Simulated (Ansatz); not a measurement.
Input for Ansatz (plane-wave DFT, PAW):

```yaml
crystal:
  lattice:
    - [0.0, 2.7663420372, 2.7663420372]
    - [2.7663420372, 0.0, 2.7663420372]
    - [2.7663420372, 2.7663420372, 0.0]
  atoms:
    - { symbol: P, position: [0.0, 0.0, 0.0] }
    - { symbol: Ir, position: [0.25, 0.25, 0.25] }
    - { symbol: Ir, position: [0.75, 0.75, 0.75] }
basis:
  ecutwfc: 420
kpoints:
  mp_grid: { grid: [14, 14, 14] }
  band_path:
    path:
      - [[0.0, 0.0, 0.0], [0.5, 0.0, 0.5], [0.625, 0.25, 0.625]]
      - [[0.375, 0.375, 0.75], [0.0, 0.0, 0.0], [0.5, 0.5, 0.5], [0.5, 0.25, 0.75], [0.5, 0.0, 0.5]]
    npoints: 14
hamiltonian:
  xc: pbesol
scf:
  occupations: { method: gaussian, width: 0.1 }
  n_extra_bands: 7
output:
  forces: true
  stress: true
  eigenvalues: true
  populations: true
  dos: { projected: true, de: 0.02, nscf_kmesh: { grid: [21, 21, 21] } }
  bader: true
```

Launched with
```bash
ansatz run input.yaml --threads 1 --pin off --max-ram 2560MiB --backend cpu --events-out ev --progress --plain --runs-dir out
```

Method: DFT PBEsol, scalar-relativistic, plane waves, PAW in Ansatz 0.2.0.

Abridged output (iterations and final results):

```
SCF iter   1: F=—  HF=-24339.429798 eV  |F-HF|=—  |Δ(HF+E_count)|=         —  Δρ=4.51e-3  dr2=4.70e-3  ethr=1.77e-3  ⟨swp⟩=5.4  Hψ=12518  notcnv=0  defer=34
SCF iter   2: F=—  HF=-24339.429670 eV  |F-HF|=—  |Δ(HF+E_count)|=   1.28e-4  Δρ=2.59e-3  dr2=1.50e-3  ethr=1.21e-5  ⟨swp⟩=2.1  Hψ=4720  notcnv=0  defer=36
SCF iter   3: F=—  HF=-24339.429402 eV  |F-HF|=—  |Δ(HF+E_count)|=   2.68e-4  Δρ=4.90e-4  dr2=1.59e-4  ethr=3.85e-6  ⟨swp⟩=2.0  Hψ=3739  notcnv=0  defer=36
SCF iter   4: F=—  HF=-24339.429370 eV  |F-HF|=—  |Δ(HF+E_count)|=   3.17e-5  Δρ=2.89e-4  dr2=4.70e-5  ethr=4.07e-7  ⟨swp⟩=1.0  Hψ=2652  notcnv=0  defer=36
SCF iter   5: F=—  HF=-24339.429359 eV  |F-HF|=—  |Δ(HF+E_count)|=   1.08e-5  Δρ=5.98e-5  dr2=1.91e-6  ethr=1.21e-7  ⟨swp⟩=2.0  Hψ=3593  notcnv=0  defer=36
SCF iter   6: F=—  HF=-24339.429359 eV  |F-HF|=—  |Δ(HF+E_count)|=   1.63e-7  Δρ=2.52e-5  dr2=3.72e-7  ethr=4.91e-9  ⟨swp⟩=2.5  Hψ=3756  notcnv=0  defer=36
SCF iter   7: F=-24339.429359 eV  HF=-24339.429359 eV  |F-HF|=7.11e-8  |Δ(HF+E_count)|=   4.93e-8  Δρ=1.22e-5  dr2=8.70e-8  ethr=2.56e-10  ⟨swp⟩=8.1  Hψ=10410  notcnv=0
SCF 1 converged in 7 iterations: F = -24339.429359 eV  dr2 = 8.70e-8
SCF converged after 7 iterations
Free energy (F): -24339.429359 eV
Harris-Foulkes:  -24339.429359 eV  (|F-HF|=7.11e-8)
Internal energy: -24339.426083 eV  (E = F + TS)
E sigma→0 (E₀):  -24339.427721 eV
Entropy (-TS):   -0.003276 eV (-1.092 meV/atom)
Fermi energy:    20.612073 eV
--- Per-component energies (eV) ---
  E_band       = -263.161435
  E_kinetic    = 1330.497045
  E_local      = -2869.154804  (includes V_loc(G=0)·N_el)
  E_nonlocal   = 183.902173
  E_hartree    = 1117.733176
  E_xc         = -598.165175
  E_vxc        = -665.600284  (∫ρ·V_xc dr)
  E_paw        = -18732.600143  (= ΣΔE_a)
  E_vpaw       = -478.288989  (= ΣTr[D̂ρ^β])
  E_aug_tail   = 0.000128  (compensation charges beyond the density's cutoff)
  E_ewald      = -4772.215150
  E_core_change = 0.576666  (= ΣΔE_core)
  E_smearing   = -0.003276  (= −TS)
--- Forces (eV/Å), atoms counted from 1 ---
  atom   1  P      0.00000000     0.00000000     0.00000000
  atom   2  Ir     0.00000000     0.00000000     0.00000000
  atom   3  Ir     0.00000000     0.00000000     0.00000000
--- Stress (GPa, compression-positive) ---
       -0.000457       0.000000       0.000000
        0.000000      -0.000457       0.000000
        0.000000       0.000000      -0.000457
  P = ⅓ Tr σ = -0.0005 GPa (-0.005 kbar)
--- Band table (eV; the first three rows and the last of 104) ---
  k-point 0: bands = ["-71.5816", "-71.5293", "-28.6255", "-28.6255", "-28.6255", "-28.3399", "-28.3399", "-28.3399", "6.1058", "12.9937", "12.9937", "12.9937", "14.6330", "14.6330", "20.0725", "20.0725", "20.0725", "21.0004", "22.2511", "22.2511", "25.0549", "25.0549", "25.0549", "25.5718", "25.5718", "25.5718", "32.4268"]
  k-point 1: bands = ["-71.5809", "-71.5300", "-28.6226", "-28.6221", "-28.6221", "-28.3442", "-28.3436", "-28.3436", "6.1723", "12.9644", "13.0376", "13.0376", "14.6906", "14.6906", "19.9281", "19.9831", "19.9831", "21.1702", "21.9634", "21.9634", "24.4878", "24.9721", "24.9721", "25.6801", "25.9695", "25.9695", "32.8342"]
  k-point 2: bands = ["-71.5790", "-71.5319", "-28.6137", "-28.6121", "-28.6121", "-28.3569", "-28.3547", "-28.3547", "6.3643", "12.8929", "13.1660", "13.1660", "14.8628", "14.8628", "19.5408", "19.7198", "19.7198", "21.3075", "21.3075", "21.6419", "23.2491", "24.9307", "24.9307", "25.9073", "26.7282", "26.7282", "32.8907"]
  k-point 103: bands = ["-71.5573", "-71.5534", "-28.6953", "-28.6835", "-28.5291", "-28.4492", "-28.2958", "-28.2880", "8.1623", "12.6734", "13.3619", "15.0015", "16.1452", "16.3191", "16.4887", "17.9898", "18.2156", "18.7681", "19.2436", "19.6835", "22.4405", "22.4491", "27.4993", "28.1947", "28.4607", "29.2574", "32.3329"]
--- Löwdin populations: 3 sites ---
  site symbol q [e]
     0      P      4.8998
     1     Ir     16.7866
     2     Ir     16.7866
  spilling = 0.013512 (of n_electrons = 39.000000)
--- Bader charges: 3 sites ---
  site symbol charge [e]  shift [e]
     0      P      0.3682     0.0036
     1     Ir     -0.1841     0.0018
     2     Ir     -0.1841     0.0018
  estimated error of the sums over rays = 6.0e-4 e
```

Self-consistency was reached.

It took 86 s on 1 thread of Intel(R) Xeon(R) Processor @ 2.50GHz (Skylake/Cascade Lake) (shared host), peak memory 0.46 GiB.

Spin–orbit coupling is left out, which can shift energies with elements as heavy as these.